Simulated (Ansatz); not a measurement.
The calculation used Ansatz 0.2.0, DFT PBE, scalar-relativistic, plane waves, PAW. All cells share a 420 eV cutoff and Γ-centred k meshes spaced at most about 0.3 Å⁻¹ (about 0.25 or finer for metals, 2π included). No spin polarisation in the final relaxations.

These are static total energies at zero pressure.

Compare these two cells of Sc3B2Sb, each relaxed at this level.

1. Space group R-3m (No. 166), trigonal, a = 6.715 Å, c = 10.409 Å. Sc is surrounded by 2 Sb at 2.60 Å; B is surrounded by 1 B at 1.63 Å; Sb has 6 Sc at 2.60 Å.

2. Space group P4/mmm (No. 123), tetragonal, a = 4.914 Å, c = 4.694 Å. Sc on a site of symmetry mmm is surrounded by 2 B at 2.35 Å, 4 Sb at 3.40 Å and 8 Sc at 3.40–3.47 Å; Sc on a site of symmetry 4/mmm is surrounded by 4 B at 2.46 Å; B is surrounded by 4 Sc at 2.35–2.46 Å and 2 Sb at 2.46 Å; Sb has 4 B at 2.46 Å and 12 Sc at 3.40–3.47 Å.

Task: Which is lower in energy, and by how much?

Result: Cell 2 is lower, by 0.42 eV/atom. Cell 1 has space group R-3m (No. 166), 22.6 Å³/atom and no gap on its mesh; cell 2 has space group P4/mmm (No. 123), 18.9 Å³/atom and no gap. Counting B or Sc atoms around Sb (for each partner element, those within 1.25 times its shortest distance or 1.15 times the sum of covalent radii, where it is the nearest in units of that sum or under 1.3), cell 1 has Sb 6 and cell 2 has Sb 16. Cell 1 holds B–B pairs (shortest 1.63 Å); in cell 2 the shortest B–B distance is 3.47 Å. The denser one is the lower, and pressure would at first widen the difference. Even the lower one lies +0.21 eV/atom against the reference forms of the elements (uncorrected), so neither is stable at this level. Both come from invented guesses. A third cell relaxed alike, in P4/mmm, lies 0.34 eV/atom below the lower of the two.

These runs have no spin–orbit coupling, which can matter for Sb. Cells relaxed within their symmetry can be saddle points.
